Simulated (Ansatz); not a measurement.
## Structure relaxation, TiSi$_{2}$

The start is a relaxed TiSi2 cell with every coordinate shifted by Gaussian noise of σ = 0.2 Å. The cell and all atomic positions are relaxed at zero pressure with PBEsol (plane waves to 420 eV, PAW, scalar-relativistic; Ansatz, a quantum-chemistry and plane-wave program). The first steps use a coarse 7×7×7 k-mesh.

The start:
```yaml
crystal:
  lattice:
    - [1.75744, -6.67398, 0.00000]
    - [1.75744, 6.67398, 0.00000]
    - [0.00000, 0.00000, 3.55712]
  atoms:
    - { symbol: Si, position: [0.95078, 0.11081, 0.71625] }
    - { symbol: Si, position: [0.05947, 0.94548, 0.26926] }
    - { symbol: Si, position: [0.22715, 0.71933, 0.69901] }
    - { symbol: Si, position: [0.77053, 0.21010, 0.26412] }
    - { symbol: Ti, position: [0.53817, 0.35642, 0.71008] }
    - { symbol: Ti, position: [0.42756, 0.64392, 0.26798] }
```

```yaml
initial_pressure: "+12 GPa (positive: the cell is compressed)"
largest_initial_force: about 5.3 eV/Å, on Si4 (atoms numbered as listed)
energy_released: 0.42 eV/atom
relative_to_the_parent: It relaxes back to the parent, Cmcm (No. 63)
Shortest distances (start → end): "The closest pairs of elements (up to four, under 3.6 Å), start → end: Si–Ti 2.18 → 2.56 Å; Si–Si 2.32 → 2.39 Å; Ti–Ti 3.10 → 3.26 Å"
optimiser_moves: 9
```

It ends as:

Space group Cmcm (No. 63); a = 3.515 Å, b = 13.348 Å, c = 3.557 Å, α = 90.00°, β = 90.00°, γ = 90.00°

| atom | site | symmetry | x | y | z |
|---|---|---|---|---|---|
| Si | 4c | m2m | 0.0000 | 0.0600 | 0.2500 |
| Si | 4c | m2m | 0.0000 | 0.2504 | 0.7500 |
| Ti | 4c | m2m | 0.0000 | 0.3975 | 0.2500 |
(The calculation used a cell of 6 atoms; values per cell refer to that cell.)

Final values are on a 14×14×13 k-mesh of the relaxed cell. No spin polarisation in the result.
